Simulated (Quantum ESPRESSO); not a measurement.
# Strain and stress in NGe6B

Calculated results; nothing here was measured. They come from pw.x of Quantum ESPRESSO 7.5, a plane-wave density functional program, with PseudoDojo standard norm-conserving files (v0.5 for PBE, v0.4.1 for LDA and PBEsol). The cells are made up: elements, strain and atom displacements were drawn at random, and nothing was relaxed. There is no spin polarisation, spin-orbit coupling or dispersion term.

The cell has 8 sites of a zincblende or diamond lattice. Sites 1 to 4 hold N Ge Ge B; sites 5 to 8 hold Ge Ge Ge Ge. Cell vectors in Å: (5.879, 0.043, -0.004); (0.043, 5.812, 0.003); (-0.004, 0.003, 6.033). Settings: PBE, cutoff 1143 eV, 6 x 6 x 6 k mesh shifted by half a step, Fermi-Dirac smearing of 0.1 eV.

Each run adds the same linear strain along x, y and z to one cell, with the atoms carried along; the vectors above are those of run 3. Stress is positive in tension and P is minus a third of its trace. E is the free energy for each atom above the lowest run shown.

```
run  strain (%)  s_xx (GPa)  s_yy (GPa)  s_zz (GPa)  s_xy (GPa)  P (GPa)  E (meV/atom)
  1       -2.13        8.99        8.39       10.83        1.06    -9.40          0.00
  3        0.64       10.42        9.92       12.08        0.82   -10.81        131.66
  4        0.99       10.54       10.05       12.18        0.80   -10.92        149.93
  5        1.52       10.69       10.21       12.29        0.76   -11.07        178.17
  6        1.93       10.79       10.33       12.37        0.74   -11.16        200.49
  7        2.33       10.87       10.42       12.43        0.71   -11.24        222.64
  2       -1.05           ?           ?           ?           ?        ?             ?
```

A rerun of one of these cells at 1437 eV and k mesh 8 x 8 x 8 moved values by no more than 0.003 eV in the cell's energy, 0.02 GPa in stress and 0.010 eV/Å in force.

## Worked fit

A parabola through the six runs shown gives P = -10.56 - 0.42 e + 0.057 e² GPa, with e in per cent and a scatter of 0.01 GPa. A linear strain of 1 % changes the volume by about 3 %, so the bulk modulus of this cell with clamped atoms is about 14 ± 1 GPa at e = 0. The error is the larger of the fit's own and the change that a cubic makes, rounded up.

## Withheld run

Question: what P should run 2 give?

The fit gives -10.06 GPa. The calculation gave -10.07 GPa.

```
run,strain (%),s_xx (GPa),s_yy (GPa),s_zz (GPa),s_xy (GPa),P (GPa),E (meV/atom)
2,-1.05,9.67,9.11,11.44,0.96,-10.07,48.31
```